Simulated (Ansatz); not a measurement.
TaAg:
```cif
data_Ag2Ta2
_chemical_formula_sum 'Ag2 Ta2'
_space_group_name_H-M_alt 'Pmma'
_space_group_IT_number 51
_space_group_name_Hall '-P 2a 2a'
_cell_length_a 4.70883
_cell_length_b 2.75083
_cell_length_c 5.22001
_cell_angle_alpha 90.000
_cell_angle_beta 90.000
_cell_angle_gamma 90.000
loop_
_atom_site_label
_atom_site_type_symbol
_atom_site_symmetry_multiplicity
_atom_site_Wyckoff_symbol
_atom_site_fract_x
_atom_site_fract_y
_atom_site_fract_z
_atom_site_occupancy
Ag1 Ag 2 e 0.75000 0.00000 0.14735 1
Ta1 Ta 2 f 0.25000 0.50000 0.34861 1
```

Relaxed with PBEsol.

Q: Decompose the optical modes at the zone centre into irreducible representations, and say which are infrared and Raman allowed.

A: Point group mmm: Γ_opt = 2Ag + B1u + 2B2g + B2u + 2B3g + B3u. Infrared: B1u, B2u, B3u. Raman: Ag, B2g, B3g.

Q: Assign frequencies (DFPT, DFT-PBEsol in the program Ansatz with PAW potentials).

A: B3g 18i, B3g 96, Ag 110, B2u 113, B2g 118, B3u 141, B1u 168, Ag 175, B2g 180 cm⁻¹.

Subscripts of B labels follow the axes of the standard setting.

The start of the workflow was typed in or built on a structure type; neither database checked (COD, Materials Project) lists it. Whether it is the stable phase at ambient conditions was not checked. Symmetry was held in the PBEsol relaxation; phonons show weakly imaginary modes. The run is not spin-polarised. Its formation energy is positive at this level, so the cell may be metastable or incomplete. As this level gives no gap, phonon frequencies hold no LO–TO term and depend on the k-mesh and smearing (Fermi–Dirac, 0.1 eV here). Scalar-relativistic: spin–orbit coupling is off unless named, which matters more the heavier the elements.

Potentials: the later of the program's two PAW sets.
